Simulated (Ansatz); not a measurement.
Question: Each is relaxed and computed with DFT-PBEsol in the program Ansatz with PAW potentials. Which is the only metal?
A) Sr2GaSbO6, Fm-3m (Sr on 8c, Ga on 4a, Sb on 4b, O on 24e)
B) BN, rock salt
C) NaH, rock salt
D) SnSb, rock salt

Answer: D, SnSb, rock salt. SnSb: metal; BN: gap 1.28 eV (indirect); NaH: gap 3.61 eV (indirect); Sr2GaSbO6: gap 1.12 eV (direct). Constructed cells (a structure type filled with these elements, in neither database checked): BN, rock salt. Not the usual ambient phase: BN, rock salt. Standing as an ambient phase not checked: SnSb, rock salt; Sr2GaSbO6, Fm-3m (Sr on 8c, Ga on 4a, Sb on 4b, O on 24e). Unstable at this level: BN, rock salt. All cells were relaxed under the symmetry of their starts (and spin orders); stability against distortions was not tested throughout. Scalar-relativistic: spin–orbit coupling is off unless named, which matters more the heavier the elements.

Potentials: the later of the program's two PAW sets.
